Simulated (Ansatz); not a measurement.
## What DFT gives for MnSbRh

```
CELL_PARAMETERS angstrom
6.74819 0.00000 0.00000
-3.37410 5.84411 0.00000
0.00000 0.00000 3.74307
ATOMIC_POSITIONS crystal
Mn 0.59400 0.00000 0.50000
Mn 0.40600 0.40600 0.50000
Mn 0.00000 0.59400 0.50000
Rh 0.25700 0.00000 0.00000
Rh 0.74300 0.74300 0.00000
Rh 0.00000 0.25700 0.00000
Sb 0.00000 0.00000 0.50000
Sb 0.33330 0.66670 0.00000
Sb 0.66670 0.33330 0.00000
```

Method: r2SCAN, no spin polarisation; PAW, plane waves to 500 eV, 6×6×9 Γ-centred mesh, fermi-dirac occupations (width 0.1 eV) (Ansatz 0.2.0), atoms fixed.

Question: Describe some of the short contacts.

Answer: Rh–Sb at 2.55 Å: least valence density 0.50 e/Å³ and ELF 0.38 there. Mn–Sb at 2.74 Å: least valence density 0.32 e/Å³ and ELF 0.39 there. Mn–Rh at 2.95 Å: least valence density 0.21 e/Å³ and ELF 0.27 there. These are pseudo-fields; inside the PAW spheres they differ from the all-electron ones.

Question: What does the stress say?

Answer: The pressure is -4.1 GPa (compression positive), so with the atoms held at these fractions the cell would first shrink. The principal stresses -7.0, -7.0, 1.6 GPa differ, so its shape would change too.

Question: Where is the largest force?

Answer: The largest is on Rh5 (and as large on other atoms): 0.42 eV/Å, components (-0.21, -0.36, 0.00). It makes 50° with the line to a nearest neighbour, Sb8 at 2.55 Å.

Question: What is the formation energy?

Answer: 0.43 eV an atom against the elements' usual phases (free molecules for gases, crystals otherwise, with no correction for O₂ or N₂), so at this geometry it isn't bound against them. Relaxing would lower it.

Question: Which element gives electrons and which takes them?

Answer: Bader charges in e: Mn +0.53, Sb -0.05 to +0.37, Rh -0.63. In the mean Mn gives up most and Rh takes most.

Question: Metal or insulator?

Answer: It is a metal, with about 16 states/eV a cell as the mean within 0.25 eV of the Fermi level, mostly Mn d (82 %) and Rh d (13 %).

Origin: a known structure type with other elements, at an estimated volume, so it need not be a known compound. Caveats: no spin polarisation, so a magnetic state may lie lower.
